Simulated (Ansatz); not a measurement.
Starting cell, Al (fcc, Cu type):

```xyz
2
Lattice="0.0000 3.9920 3.9920 1.9960 0.0000 1.9960 1.9960 1.9960 0.0000" Properties=species:S:1:pos:R:3 pbc="T T T"
Al     0.0000     0.0000     0.0000
Al     0.0000     1.9960     1.9960
```

A phonon eigenvector at L = (0.5, 0.0, 0.0) is frozen into this cell: atom i moves by Q times the vector below, so Q is the largest atomic displacement, in Å. The cell is held. It is one choice among 2 degenerate patterns. (q is in reciprocal vectors of the primitive cell; the cell shown is doubled to hold the pattern.)

| atom | x | y | z |
|---|---|---|---|
| Al1 | 0.285 | -0.520 | 0.805 |
| Al2 | -0.285 | 0.520 | -0.805 |

These are r2SCAN (plane waves to 500 eV, PAW, scalar-relativistic; Ansatz, a program for electronic structure) values and carry that method's errors. k mesh 10×20×20 (Γ-centred), Fermi-Dirac smearing 0.05 eV. E stands for the smeared free energy. With partly filled bands, energies and forces of such displacements shift with the k mesh and the smearing. Al was relaxed with its symmetry unable to fall. ΔE is measured from the undisplaced structure.

Successive frames, forces in eV/Å:

```tsv
frame	ΔE (meV/cell)	F on Al1	F on Al2
Q = 0.150 Å	56	(-0.131, 0.216, -0.268)	(0.131, -0.216, 0.268)
Q = 0.120 Å	36	(-0.099, 0.169, -0.226)	(0.099, -0.169, 0.226)
Q = 0.090 Å	21	(-0.071, 0.124, -0.177)	(0.071, -0.124, 0.177)
Q = 0.060 Å	9	(-0.046, 0.081, -0.121)	(0.046, -0.081, 0.121)
```

**Question.** What are the energy and the forces in the next frame, Q = 0.030 Å?

**Answer.** ΔE (meV/cell) = 2.

```csv
atom,Fx,Fy,Fz
Al1,-0.022,0.040,-0.062
Al2,0.022,-0.040,0.062
```

(A displaced cell: forces are minus the slopes of the energy, force constants its curvatures, and phonons follow from these.)
